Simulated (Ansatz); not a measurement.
This run works on a proposed trial structure, not on a known crystal.

Input and command of a plane-wave DFT calculation in Ansatz:

```yaml
crystal:
  lattice:
    - [7.2, 0.0, 0.0]
    - [-3.6, 6.23538291, 0.0]
    - [0.0, 0.0, 4.88]
  atoms:
    - { symbol: Ti, position: [0.239999, 0.239999, 0.75] }
    - { symbol: Ti, position: [0.0, 0.760001, 0.75] }
    - { symbol: Ti, position: [0.760001, 0.0, 0.75] }
    - { symbol: Ti, position: [0.760001, 0.760001, 0.25] }
    - { symbol: Ti, position: [0.0, 0.239999, 0.25] }
    - { symbol: Ti, position: [0.239999, 0.0, 0.25] }
    - { symbol: Al, position: [0.3999995, 0.0, 0.75] }
    - { symbol: Al, position: [0.0, 0.3999995, 0.75] }
    - { symbol: Al, position: [0.6000005, 0.6000005, 0.75] }
    - { symbol: Al, position: [0.0, 0.6000005, 0.25] }
    - { symbol: Al, position: [0.6000005, 0.0, 0.25] }
    - { symbol: Al, position: [0.3999995, 0.3999995, 0.25] }
    - { symbol: Cu, position: [0.66666667, 0.33333333, 0.5] }
    - { symbol: Cu, position: [0.66666667, 0.33333333, 0.0] }
    - { symbol: Cu, position: [0.33333333, 0.66666667, 0.0] }
    - { symbol: Cu, position: [0.33333333, 0.66666667, 0.5] }
basis:
  ecutwfc: 420
kpoints:
  mp_grid: { grid: [3, 3, 3] }
hamiltonian:
  xc: pbe
scf:
  occupations: { method: gaussian, width: 0.2 }
  lower_state_search: "off"
output:
  forces: true
  stress: true
  eigenvalues: true
relax:
  adjacent_minimum: "off"
  f_tol: 0.08
  max_steps: 16
  cell: { stress_tol: 0.8 }
```

```bash
ansatz run input.yaml --threads 1 --pin off --max-ram 2560MiB --backend cpu --events-out ev --progress --plain --runs-dir out
```

Processor: Intel(R) Xeon(R) Platinum 8375C CPU @ 2.90GHz (Ice Lake), 1 thread, on a host shared with other jobs.

Estimate time, memory and problem size.

About 69 s, peak memory 0.65 GiB. It solves 100 bands at 6 k points (after reduction by symmetry) with about 4769 plane waves (on the last cell), in 41 SCF iterations over 6 ionic steps.
